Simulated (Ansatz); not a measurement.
Relaxed-ion elastic tensor of ReC (CsCl type, Pm-3m) in GPa (Voigt order), PBEsol (plane waves, PAW; program Ansatz); density 17.30 g/cm³, 9.51 Å³ per atom.

```
1050   118   118   0.0   0.0   0.0
 118  1050   118   0.0   0.0   0.0
 118   118  1050   0.0   0.0   0.0
 0.0   0.0   0.0  80.3   0.0   0.0
 0.0   0.0   0.0   0.0  80.3   0.0
 0.0   0.0   0.0   0.0   0.0  80.3
```

Task: Is the crystal mechanically stable?

Result: Yes: the smallest eigenvalue of C is 80.3 GPa.

Task: Work out the Voigt, Reuss and Hill averages.

Result: K_V = 430, K_R = 430, K_H = 430; G_V = 235, G_R = 120, G_H = 178 GPa.

Task: Give Young's modulus, Poisson's ratio, Pugh's ratio and the universal anisotropy index.

Result: E = 9KG/(3K + G) = 469 GPa; ν = 0.32; K/G = 2.42 (ductile by the Pugh limit of 1.75); A_U = 5G_V/G_R + K_V/K_R − 6 = 4.80.

Task: Estimate the sound speeds and the Debye temperature.

Result: v_l = √((K + 4G/3)/ρ) = 6210 m/s, v_t = √(G/ρ) = 3210 m/s, mean 3590 m/s; Θ = (h/k)(3n/4πV)^(1/3) v_m = 504 K.

Task: Give the Zener ratio and Young's modulus along [100], [110] and [111].

Result: A = 2C44/(C11 − C12) = 0.17; 1/E = S11 − 2(S11 − S12 − S44/2)Γ with Γ = 0, 1/4, 1/3 gives 1030, 282, 227 GPa.

A made-up cell: these elements were put on the sites of a structure type; neither database checked (COD, Materials Project) lists it. Whether it is the stable phase at ambient conditions was not checked. The cell was relaxed with PBEsol under the symmetry of its start. At this level the phase is dynamically unstable (imaginary phonons). No spin polarisation was allowed. As this level gives no gap, shear constants depend on the k-mesh and smearing (Fermi–Dirac, 0.1 eV here). On the denser mesh and wider smearing of the elastic run this cell carries a stress of 0.4 GPa. Spin–orbit coupling is left out wherever it is not named.

Potentials: the earlier of the program's two PAW sets. The files were generated under PBE; for other functionals the program regenerates the frozen cores, and for LDA and PBEsol the local potential too.
